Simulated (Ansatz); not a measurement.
Level of theory: DFT PBE, scalar-relativistic, plane waves, PAW in Ansatz 0.2.0. Cutoff 420 eV, Γ-centred meshes of about 0.25 Å⁻¹ or finer for metals and 0.3 Å⁻¹ for insulators (2π included), Gaussian smearing. Collinear spin where magnetic atoms keep a moment.

Relaxed structures of CsVCoN3, with energies over the first row. Coordination counts N atoms around Co, Cs and V (those within 1.25 times the shortest such distance or 1.15 times the sum of covalent radii; a plus sign parts nearer from farther groups).

```csv
#,form,sites,V (Å³/atom),coordination,ΔE (meV/atom),moments
1,P4mm,"Cs 1b; V 1a; Co 1b; N 2c, 1a",17.2,"Cs 4, V 1+4, Co 4",0,ferromagnetic moments up to 1.1 μB
2,P-6m2,Cs 1e; V 1c; Co 1a; N 3k,12.6,"Cs 12, V 6, Co 6",764,ferromagnetic moments up to 2.4 μB
```

A further structure, relaxed alike (ferromagnetic moments up to 1.9 μB):

Space group P4/mmm (No. 123). a = 3.889 Å, b = 3.889 Å, c = 7.538 Å, α = 90.00°, β = 90.00°, γ = 90.00°
```tsv
atom	site	symmetry	x	y	z
Cs	1d	4/mmm	0.5000	0.5000	0.5000
V	1c	4/mmm	0.5000	0.5000	0.0000
Co	1a	4/mmm	0.0000	0.0000	0.0000
N	2f	mmm.	0.5000	0.0000	0.0000
N	1b	4/mmm	0.0000	0.0000	0.5000
```

Q: Where does it fall in the ranking, and at what energy?

A: It is the highest, 870 meV/atom above row 1, with space group P4/mmm (No. 123) and 19.0 Å³/atom. Counting N atoms around Co, Cs and V, this cell has Cs 4, V 4, Co 4 and row 1 has Cs 4, V 1+4, Co 4. Cs is surrounded by 4 N at 2.75 Å and 2 V at 3.77 Å; V is surrounded by 4 N at 1.94 Å, 4 Co at 2.75 Å and 2 Cs at 3.77 Å; Co has 4 N at 1.94 Å and 4 V at 2.75 Å; around N on a site of symmetry mmm lie 2 Co at 1.94 Å and 2 V at 1.94 Å; 1 more site not described.

The magnetic state reached may not be the lowest. Cells relaxed within their symmetry can be saddle points. Some types were kept out of the candidates beforehand, so the set may lack a known form.
